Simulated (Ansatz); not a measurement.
YTaN3 (cubic perovskite, Pm-3m) at seven volumes, the program Ansatz at the r²SCAN level (PAW), scaled uniformly. One row is withheld.

```tsv
V (Å³/atom)	P (GPa)
11.915	24.73
12.308	15.25
12.701	7.14
13.093	0.00
13.486	-6.19
13.879	-11.55
14.272	?
```

Problem. Fit the shown pressures and predict the withheld one.

Solution. Third-order Birch–Murnaghan: P = (3/2)B₀(x^(7/2) − x^(5/2))[1 + (3/4)(B′ − 4)(x − 1)] with x = (V₀/V)^(2/3). Least squares on the six rows gives V₀ = 13.093 Å³/atom, B₀ = 220.7 GPa, B′ = 3.66. At V = 14.272, x = 0.9441 and P = -16.25 GPa. The run itself gave -16.18 GPa.

The start of the workflow was typed in or built on a structure type; neither database checked (COD, Materials Project) lists it. Its standing as an ambient phase is unchecked. Symmetry was held in the r²SCAN relaxation; whether a distortion lowers the energy is not shown. No spin polarisation was allowed. Scalar-relativistic: spin–orbit coupling is off unless named, which matters more the heavier the elements.

Potentials: the later of the program's two PAW sets.
